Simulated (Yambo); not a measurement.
**How GW settings move the gap: Mg₂ZnO₃**

G0W0@LDA for Mg₂ZnO₃ (space group P-3m1, No. 164) in Yambo. Reference settings: 6×6×2 Γ-centred k mesh, bands 7 to 125 and a 8 Ry block in the screening, 125 bands in G with the Bruneval-Gonze terminator, plasmon pole fitted at 27.2 eV. The LDA gap A → Γ on this mesh is 2.87 eV; G0W0 gaps are taken between the same points.

| change from the reference | G0W0 gap A → Γ (eV) | shift of the valence edge (eV) | rough Yambo cost |
|---|---|---|---|
| reference settings | 4.96 | -1.05 | 1 |
| 43 bands in W, 43 bands in G | 5.54 | -0.96 | about 1/5 |
| 57 bands in W, 57 bands in G | 5.23 | -0.95 | about 1/3 |
| wavefunctions cut at 10 Ry | 4.41 | -0.29 | about 1/3 |
| exchange cut at 10 Ry | 3.70 | 1.32 | – |
| exchange cut at 5 Ry | 3.08 | 3.56 | – |
| 43 bands in W, 43 bands in G, 5 Ry block | 5.43 | -0.94 | about 1/5 |
| 57 bands in W, 57 bands in G, 6 Ry block | 5.14 | -0.92 | about 1/3 |
| 77 bands in W, 77 bands in G, 2 Ry block | 5.02 | -1.11 | about 1/2 |
| 77 bands in W, 77 bands in G, 5 Ry block | 4.92 | -0.93 | about 1/2 |
| 77 bands in W, 77 bands in G, 6 Ry block | 4.97 | -0.94 | about 1/2 |
| 3 Ry block | 4.88 | -1.11 | within a factor of two |
| 2 Ry block | 4.90 | -1.13 | within a factor of two |
| 6 Ry block | 4.84 | -0.99 | within a factor of two |
| 77 bands in W, 77 bands in G, no terminator | 4.98 | -0.67 | within a factor of two |

The reference isn't shown to be the converged limit. Costs are rough (shared machines), scaled to the same edge states, and given only for runs that recompute the screening.

Geometry of the Materials Project entry, not relaxed at this level; primitive cell a = b = 3.033 Å, c = 7.403 Å, α = β = 90.00°, γ = 120.00°.

The structure is a Materials Project entry; no match was found in the copy of COD used, and its stability was not checked.

A shift is the quasiparticle energy of the state minus its LDA energy.
